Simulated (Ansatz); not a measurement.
A geometry of ZrPbO$_{3}$ away from equilibrium: step 2 of the relaxation of a generated cell, ZrPbO3 placed in the LiNbO3 structure type. The numbers are results of r2SCAN (plane waves to 500 eV, PAW, scalar-relativistic; Ansatz, a program for electronic structure), not measurements. Γ-centred k-mesh 5×5×5 on the run's cell (coarser than for final values), Fermi–Dirac smearing 0.05 eV. The plane waves were selected for a different cell earlier on the path.

```
ZrPbO3
1.0
    2.93124     1.69235     4.91235
   -2.93124     1.69235     4.91235
    0.00000    -3.38471     4.91235
Pb Zr O
2 2 6
Cartesian
  0.00000   0.00000  10.64670
  0.00000   0.00000   3.27818
  0.00000   0.00000  14.49766
  0.00000   0.00000   7.12914
  1.66122  -0.43506   8.56472
 -1.20739  -1.22113   8.56472
 -0.45384   1.65619   8.56472
  0.45384  -1.72851   6.10855
 -1.72386   0.47122   6.10855
  1.27002   1.25729   6.10855
```

Q: Give the Cartesian forces on all atoms (eV/Å).

A: 
| atom | Fx | Fy | Fz |
|---|---|---|---|
| Pb1 | 0.00 | 0.00 | -0.24 |
| Pb2 | 0.00 | 0.00 | -0.24 |
| Zr3 | 0.00 | 0.00 | 0.37 |
| Zr4 | 0.00 | 0.00 | 0.37 |
| O5 | -0.30 | -0.34 | -0.04 |
| O6 | -0.15 | 0.43 | -0.04 |
| O7 | 0.44 | -0.09 | -0.04 |
| O8 | -0.44 | -0.09 | -0.04 |
| O9 | 0.15 | 0.43 | -0.04 |
| O10 | 0.30 | -0.34 | -0.04 |

The path ends in R3c (No. 161). No spin polarisation in the result.

The run could not lose the symmetry of its start; a randomly shaken copy of 10 atoms returns to this structure.

The end of the path is a generated cell of ZrPbO3: the first start was made by placing the elements on the sites of a structure type, and the end was not matched to a known phase here, so it may be hypothetical.
